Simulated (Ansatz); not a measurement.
Data sheet: PbS (DFT)

PbS:
```
PbS
1.0
    4.12313     0.00000     0.00000
   -2.06157     3.57074     0.00000
    0.00000     0.00000     7.33320
Pb S
2 2
Direct
  0.00000   0.00000   0.00000
  0.00000   0.00000   0.50000
  0.33333   0.66667   0.25000
  0.66667   0.33333   0.75000
```

Space group P6_3/mmc (No. 194), NiAs type; conventional cell a = b = 4.1231 Å, c = 7.3332 Å, α = β = 90.00°, γ = 120.00°.

Method: the program Ansatz at the r²SCAN level (PAW). Geometry: relaxed at this level of theory. Other levels are named where they apply.

**Cell and energy**

```yaml
volume_per_atom: 26.99 Å³
density: 7.36 g/cm³
Formation energy from the elements (no fitted shifts): -0.60 eV/atom
```

**Electronic structure**

```yaml
band_gap: 0.24 eV (smallest direct gap 0.24 eV)
valence_band_maximum: at Γ
conduction_band_minimum: at M (3 equivalent valleys)
electron_effective_mass: 0.14, 0.15, 0.79 mₑ (principal values)
hole_effective_mass: 0.037, 0.20, 0.20 mₑ (principal values)
HSE06 gap on the r²SCAN cell: 0.32 eV
Gap with spin–orbit coupling: none (metallic)
```

**Mechanics**

```yaml
Bulk modulus (Birch–Murnaghan fit): 55.1 GPa
Pressure derivative B′: 4.0
Elastic constants (relaxed ions, GPa): C11 = 77.6, C12 = 38.4, C13 = 42.5, C33 = 115, C44 = 37.4
mechanical_stability: stable (all eigenvalues of C positive)
hill_bulk_and_shear_moduli: 56.3 and 27.4 GPa
Young's modulus: 70.7 GPa
Poisson's ratio: 0.29
debye_temperature_from_the_elastic_constants: 214 K
```

**Charges**

```yaml
bader_charges: Pb +1.05, S -1.05 e
```

The start of the workflow was typed in or built on a structure type; neither database checked (COD, Materials Project) lists it. It is not the phase usual at ambient conditions (space group No. 225). Symmetry was held in the r²SCAN relaxation; its stability against distortions is not shown here. The references are the lowest solids computed at this level, not always the standard phases. Spin–orbit coupling is left out wherever it is not named.

Potentials: the later of the program's two PAW sets.
